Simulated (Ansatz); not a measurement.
## I (solid)

Computed with Ansatz (plane waves, PAW, 420 eV cutoff): PBE with spin–orbit coupling, two-component spinors, 6×6×4 k-mesh, Gaussian smearing of 0.05 eV. The datasets are Ansatz's generated set soft_2.

```cif
data_structure
_symmetry_space_group_name_H-M 'P 1'
_symmetry_Int_Tables_number 1
_cell_length_a 5.0997
_cell_length_b 5.0997
_cell_length_c 9.9422
_cell_angle_alpha 90.000
_cell_angle_beta 90.000
_cell_angle_gamma 53.287
_cell_volume 207.27
loop_
_atom_site_label
_atom_site_type_symbol
_atom_site_fract_x
_atom_site_fract_y
_atom_site_fract_z
_atom_site_occupancy
I1 I 0.84059 0.15941 0.12253 1
I2 I 0.15941 0.84059 0.87747 1
I3 I 0.34059 0.65941 0.37747 1
I4 I 0.65941 0.34059 0.62253 1
```

The database's entry of this formula in the relaxed cell's space group, Cmce, has axes of 4.790 × 7.270 × 9.793 Å and 42.63 Å³/atom (1963), the relaxed one 4.574 × 9.116 × 9.942 Å and 51.82.

Which orbitals make up the states within about 0.6 eV of each band edge?

Valence edge: I 5p 99 %. Conduction edge: I 5p 98 %. Shares are among the projected shells; the gap is 0.79 eV.

Density of states (tetrahedra, averaged over 0.4 eV; states/eV per cell of 4 atoms; energy in eV from the Fermi level; projections on Löwdin-orthogonalised atomic orbitals, summed over sites):

```csv
E,total,I 5p,I 5s
-4.85,4.0,3.9,0.1
-4.45,3.8,3.7,0.1
-4.05,1.5,1.4,0.1
-3.65,1.4,1.4,0.0
-3.25,4.2,4.1,0.1
-2.85,4.3,4.3,0.0
-2.45,4.2,4.2,0.0
-2.05,7.1,7.0,0.1
-1.65,5.1,5.0,0.1
-1.25,4.9,4.9,0.0
-0.85,6.5,6.5,0.0
-0.45,2.8,2.8,0.0
-0.05,0.0,0.0,0.0
0.35,0.6,0.6,0.0
0.75,2.7,2.6,0.1
1.15,5.1,4.9,0.1
1.55,1.6,1.5,0.0
1.95,0.0,0.0,0.0
2.35,0.0,0.0,0.0
2.75,0.0,0.0,0.0
3.15,0.0,0.0,0.0
3.55,0.0,0.0,0.0
3.95,0.0,0.0,0.0
```

Kohn–Sham gaps of semilocal functionals lie under measured ones, often by a third or more. The structure is built of weakly bound molecules, and this functional has no dispersion term, so their spacing and all that hangs on it (volume, the soft elastic constants, low modes, dielectric constants) are poorly given.
